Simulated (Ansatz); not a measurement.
## Equation of state of P

Space group P4/mmm (No. 123). a = 4.273 Å, b = 4.273 Å, c = 4.378 Å, α = 90.00°, β = 90.00°, γ = 90.00°
```
atom  site  symmetry       x       y       z
   P    1a     4/mmm  0.0000  0.0000  0.0000
```

The runs use the primitive cell with vectors (4.273, 0.000, 0.000), (0.000, 4.273, 0.000), (0.000, 0.000, 4.378) Å, to which the k mesh refers.

The geometry is COD entry 1534547, unchecked; take it as a test cell.

All numbers are computed: DFT, PBEsol, all-electron LAPW, scalar-relativistic (Ansatz 0.2.0); DFT, PBEsol, PAW with Ansatz's default frozen-core files, scalar-relativistic (Ansatz 0.2.0).

For LAPW: a Γ-centred 10×10×9 k mesh, Fermi–Dirac smearing of 0.08 eV, basis error target 0.25 meV/atom, no spin polarisation. PAW takes a cutoff of 420 eV at this cell (files made with PBE, cores remade for this functional). The Ansatz runs share mesh, smearing and spin set-up. Plane-wave (PAW) pressures include the program's estimate of the Pulay term.

The cell above is scaled evenly, with fractional coordinates and shape held.

```tsv
V/V(cell)	V (Å³/atom)	P, LAPW (GPa)	P, PAW (GPa)	free energy over the lowest listed, PAW (meV/atom)
0.9400	75.136	-4.35	-4.35	0.0
0.9600	76.735	-4.15	-4.15	42.4
0.9800	78.334	?	?	?
0.9900	79.133	-3.87	-3.87	102.4
1.0000	79.932	-3.78	-3.78	121.5
1.0100	80.732	-3.69	-3.69	140.1
1.0200	81.531	-3.61	-3.61	158.3
1.0400	83.130	-3.45	-3.44	193.5
1.0600	84.728	-3.29	-3.29	227.1
```

Q: Fill in the row V/V(cell) = 0.9800.

A: P, LAPW (GPa) = -3.96, P, PAW (GPa) = -3.96, free energy over the lowest listed, PAW (meV/atom) = 82.9.
